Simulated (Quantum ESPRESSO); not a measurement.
Ga4P3Se, input and log of a self-consistent run

A calculation, not a measurement. The program is pw.x of Quantum ESPRESSO 7.5 (plane-wave density functional theory). The cell is made up: 8 atoms on a zincblende/diamond lattice, with randomly drawn elements, strain and displacements, not relaxed. PseudoDojo standard norm-conserving files (v0.5 for PBE, v0.4.1 for LDA and PBEsol) set the functional; there is no spin polarisation, spin-orbit coupling or dispersion term, and the masses in the input are unused placeholders. A spin-polarised start on this cell or one of its family kept no moment.

Input:

```
&control calculation='scf', pseudo_dir='./dojo.nc.sr.pbe.v0_5.standard.upf', outdir='./o', disk_io='medium', tprnfor=.true., tstress=.true. /
&system ibrav=0, nat=8, ntyp=3, nbnd=52, ecutwfc=85.99341389, nosym=.true., tot_charge=0,
 occupations='smearing', smearing='fd', degauss=0.0073498644
/
&electrons conv_thr=7.350e-09, electron_maxstep=60, /
ATOMIC_SPECIES
Ga 1.0 Ga.upf
P 1.0 P.upf
Se 1.0 Se.upf
CELL_PARAMETERS angstrom
5.4678 0.0049 0.0
0.0049 5.4678 0.0
0.0 0.0 5.4678
ATOMIC_POSITIONS angstrom
Ga 0.0628 -0.0237 -0.0212
Ga -0.0626 2.7558 2.6939
Ga 2.7076 0.0293 2.7748
Ga 2.6578 2.6922 -0.0336
P 1.3213 1.4433 1.3915
P 1.3566 4.0624 4.0524
Se 4.0853 1.4406 4.2067
P 4.1129 4.0409 1.4139
K_POINTS automatic
6 6 6 1 1 1
```

The log is shortened where brackets say so; the opening notice, blank lines, dates and the lines on written files are dropped, and the path of the files is cut. It prints rydbergs, bohrs and kilobars, and counts compression as positive stress.

```
     Program PWSCF v.7.5
     Parallel version (MPI & OpenMP), running on       1 processor cores
     Number of MPI processes:                 1
     Threads/MPI process:                     1
     [start-up lines left out]
     bravais-lattice index     =            0
     lattice parameter (alat)  =      10.3326  a.u.
     unit-cell volume          =    1103.1488 (a.u.)^3
     number of atoms/cell      =            8
     number of atomic types    =            3
     number of electrons       =        83.00
     number of Kohn-Sham states=           52
     kinetic-energy cutoff     =      85.9934  Ry
     charge density cutoff     =     343.9737  Ry
     scf convergence threshold =      7.3E-09
     mixing beta               =       0.7000
     number of iterations used =            8  plain     mixing
     Exchange-correlation= PBE
                           (   1   4   3   4   0   0   0)
     [axes and pseudopotential details left out]
   Cartesian axes
     site n.     atom                  positions (alat units)
         1        Ga     tau(   1) = (   0.0114854  -0.0043345  -0.0038772  )
         2        Ga     tau(   2) = (  -0.0114488   0.5040051   0.4926842  )
         3        Ga     tau(   3) = (   0.4951898   0.0053586   0.5074800  )
         4        Ga     tau(   4) = (   0.4860820   0.4923733  -0.0061451  )
         5        P      tau(   5) = (   0.2416510   0.2639635   0.2544898  )
         6        P      tau(   6) = (   0.2481070   0.7429676   0.7411387  )
         7        Se     tau(   7) = (   0.7471558   0.2634697   0.7693585  )
         8        P      tau(   8) = (   0.7522035   0.7390355   0.2585865  )
     number of k points=   108  Fermi-Dirac smearing, width (Ry)=  0.0073
     Number of k-points >= 100: set verbosity='high' to print them.
     Dense  grid:   118897 G-vectors     FFT dimensions: (  64,  64,  64)
     Estimated max dynamical RAM per process >     171.34 MB
     Initial potential from superposition of free atoms
     starting charge      82.9888, renormalised to      83.0000
     Starting wfcs are   57 randomized atomic wfcs
     total cpu time spent up to now is       47.2 secs
     per-process dynamical memory:    97.5 Mb
     Self-consistent Calculation
     iteration #  1     ecut=    85.99 Ry     beta= 0.70
     Davidson diagonalization with overlap
     ethr =  1.00E-02,  avg # of iterations =  4.5
     Threshold (ethr) on eigenvalues was too large:
     Diagonalizing with lowered threshold
     Davidson diagonalization with overlap
     ethr =  3.46E-04,  avg # of iterations =  4.9
     total cpu time spent up to now is      315.3 secs
     total energy              =    -895.83992016 Ry
     estimated scf accuracy    <       0.29538066 Ry
     iteration #  2     ecut=    85.99 Ry     beta= 0.70
     Davidson diagonalization with overlap
     ethr =  3.56E-04,  avg # of iterations =  4.7
     total cpu time spent up to now is      453.8 secs
     total energy              =    -895.89480026 Ry
     estimated scf accuracy    <       0.16174630 Ry
     iteration #  3     ecut=    85.99 Ry     beta= 0.70
     Davidson diagonalization with overlap
     ethr =  1.95E-04,  avg # of iterations =  2.2
     total cpu time spent up to now is      570.8 secs
     total energy              =    -895.93111731 Ry
     estimated scf accuracy    <       0.01380246 Ry
     iteration #  4     ecut=    85.99 Ry     beta= 0.70
     Davidson diagonalization with overlap
     ethr =  1.66E-05,  avg # of iterations =  9.0
     total cpu time spent up to now is      732.6 secs
     total energy              =    -895.93485610 Ry
     estimated scf accuracy    <       0.00169654 Ry
     iteration #  5     ecut=    85.99 Ry     beta= 0.70
     Davidson diagonalization with overlap
     c_bands:  1 eigenvalues not converged
     ethr =  2.04E-06,  avg # of iterations =  6.1
     total cpu time spent up to now is      875.8 secs
     total energy              =    -895.93512310 Ry
     estimated scf accuracy    <       0.00008635 Ry
     iteration #  6     ecut=    85.99 Ry     beta= 0.70
     Davidson diagonalization with overlap
     ethr =  1.04E-07,  avg # of iterations =  3.2
     total cpu time spent up to now is     1016.8 secs
     total energy              =    -895.93514797 Ry
     estimated scf accuracy    <       0.00001654 Ry
     iteration #  7     ecut=    85.99 Ry     beta= 0.70
     Davidson diagonalization with overlap
     ethr =  1.99E-08,  avg # of iterations =  2.0
     total cpu time spent up to now is     1131.3 secs
     total energy              =    -895.93515192 Ry
     estimated scf accuracy    <       0.00000076 Ry
     iteration #  8     ecut=    85.99 Ry     beta= 0.70
     Davidson diagonalization with overlap
     ethr =  9.17E-10,  avg # of iterations =  3.8
     total cpu time spent up to now is     1294.1 secs
     total energy              =    -895.93515217 Ry
     estimated scf accuracy    <       0.00000017 Ry
     iteration #  9     ecut=    85.99 Ry     beta= 0.70
     Davidson diagonalization with overlap
     ethr =  2.08E-10,  avg # of iterations =  2.5
     total cpu time spent up to now is     1421.9 secs
     total energy              =    -895.93515221 Ry
     estimated scf accuracy    <       0.00000003 Ry
     iteration # 10     ecut=    85.99 Ry     beta= 0.70
     Davidson diagonalization with overlap
     ethr =  3.42E-11,  avg # of iterations =  2.3
     total cpu time spent up to now is     1557.8 secs
     End of self-consistent calculation
     Number of k-points >= 100: set verbosity='high' to print the bands.
     the Fermi energy is    10.0153 ev
!    total energy              =    -895.93515222 Ry
     estimated scf accuracy    <          3.4E-09 Ry
     smearing contrib. (-TS)   =      -0.00687783 Ry
     internal energy E=F+TS    =    -895.92827439 Ry
     The total energy is F=E-TS. E is the sum of the following terms:
     one-electron contribution =    -471.65691706 Ry
     hartree contribution      =     293.05687254 Ry
     xc contribution           =    -228.52298401 Ry
     ewald contribution        =    -488.80524587 Ry
     convergence has been achieved in  10 iterations
     Forces acting on atoms (cartesian axes, Ry/au):
     atom    1 type  1   force =     0.01715689   -0.03533200    0.04741639
     atom    2 type  1   force =     0.04343677    0.01087493    0.00081410
     atom    3 type  1   force =    -0.01644404   -0.02496455   -0.04111462
     atom    4 type  1   force =    -0.03900757    0.06862510    0.06315210
     atom    5 type  2   force =     0.00833437   -0.03723810   -0.00048232
     atom    6 type  2   force =    -0.00149530    0.00809821    0.00583583
     atom    7 type  3   force =     0.02614373   -0.03718453   -0.03276704
     atom    8 type  2   force =    -0.03812486    0.04712094   -0.04285444
     Total force =     0.169730     Total SCF correction =     0.000330
     Computing stress (Cartesian axis) and pressure
          total   stress  (Ry/bohr**3)                   (kbar)     P=       71.68
   0.00052933  -0.00018907  -0.00007318           77.87      -27.81      -10.77
  -0.00018907   0.00047394  -0.00003748          -27.81       69.72       -5.51
  -0.00007318  -0.00003748   0.00045849          -10.77       -5.51       67.45
     init_run     :     44.73s CPU     47.10s WALL (       1 calls)
     electrons    :   1491.14s CPU   1510.56s WALL (       1 calls)
     forces       :     16.90s CPU     17.22s WALL (       1 calls)
     stress       :     73.52s CPU     73.80s WALL (       1 calls)
     [timing details left out]
     PWSCF        :  27m 6.87s CPU  27m32.43s WALL
     JOB DONE.
```

In other units: free energy -12189.819 eV for the cell, pressure 7.17 GPa, largest force component 1.764 eV/Å. A rerun of the same cell at another strain at 1467 eV and a 8 x 8 x 8 mesh moved values by no more than 0.005 eV in energy, 0.08 GPa in stress and 0.011 eV/Å in force.